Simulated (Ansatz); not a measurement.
CoSi₂ (fluorite type, space group Fm-3m)

```xyz
6
Lattice="0.0000 5.3597 5.3597 2.6798 0.0000 2.6798 2.6798 2.6798 0.0000" Properties=species:S:1:pos:R:3 pbc="T T T"
Co     0.0000     0.0000     0.0000
Co     0.0000     2.6798     2.6798
Si     1.3399     1.3399     1.3399
Si     1.3399     4.0197     4.0197
Si     4.0197     4.0197     4.0197
Si     4.0197     6.6996     6.6996
```

Scan: atom 5 (Si, nearest neighbour Co at 2.321 Å; its periodic images, 3.8 Å or more away, move with it) is displaced along Cartesian x, direction (1.000, 0.000, 0.000) in Cartesian axes, by s. The other atoms stay.

Level of theory: PBE (plane waves to 420 eV, PAW, scalar-relativistic; Ansatz, a quantum-chemistry and plane-wave program). k mesh 6×12×12 (Γ-centred), Fermi-Dirac smearing 0.05 eV. E stands for the smeared free energy. With partly filled bands, energies and forces of such displacements shift with the k mesh and the smearing. CoSi2 is run without spin polarisation. CoSi2 was relaxed with its symmetry unable to fall. ΔE is measured from the undisplaced structure. The last digit holds for this mesh only.

```tsv
s (Å)	ΔE (meV/cell)
-0.460	1113.3
-0.368	684.2
-0.276	373.9
-0.184	162.9
-0.092	40.1
0.000	0.0
0.092	39.7
0.184	withheld
0.276	365.2
0.368	665.5
0.460	1077.0
```

### Question
Fit a polynomial form (powers 2, 3, 4) to the given rows and predict ΔE at s = 0.184.

### Answer
Least squares on the 10 given rows: ΔE = (4661)·s² + (-187.7)·s³ + (2428)·s⁴, in meV/cell with s in Å; root-mean-square residual 0.62 meV/cell. At 0.184 the fit gives 159.4 meV/cell; the calculation gives 159.9 meV/cell, so the interpolation is off by -0.5 (-0.3 %). The quadratic term alone would give 157.8 meV/cell.

(A displaced cell: forces are minus the slopes of the energy, force constants its curvatures, and phonons follow from these.)
